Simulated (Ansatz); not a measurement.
A geometry of NbRu away from equilibrium: the start of the relaxation of a generated trial cell of NbRu in the AFLOW prototype AB_oP2_25_b_a (as in CdTe). These are PBE (plane waves to 420 eV, PAW, scalar-relativistic; Ansatz, an electronic-structure program) values and carry that method's errors. Γ-centred k-mesh 13×7×12 on the run's cell (coarser than for final values), Fermi–Dirac smearing 0.05 eV.

```xyz
2
Lattice="2.5167 0.0000 0.0000 0.0000 4.7089 0.0000 0.0000 0.0000 2.7105" Properties=species:S:1:pos:R:3 pbc="T T T"
Ru     0.0000     2.3545     0.6776
Nb     0.0000     0.0000     0.0000
```

### Question
Which atoms carry the largest force, and which way does it point?

### Answer
0.74 eV/Å, on Ru1, Nb2 (atoms numbered as listed); on Ru1 its components are (0.00, 0.00, 0.74).

### Question
What is the pressure?

### Answer
+19.0 GPa, compression positive.

### Question
How much energy per atom can still be gained by relaxing?

### Answer
0.33 eV/atom; the path ends in Pmmm (No. 47).

No spin polarisation in the result.

The run could not lose the symmetry of its start: the end is stationary, and may be a saddle point rather than a minimum.

The end of the path is a generated cell of NbRu: the first start was made by placing the elements on the sites of a structure type, and the end was not matched to a known phase here, so it may be hypothetical.
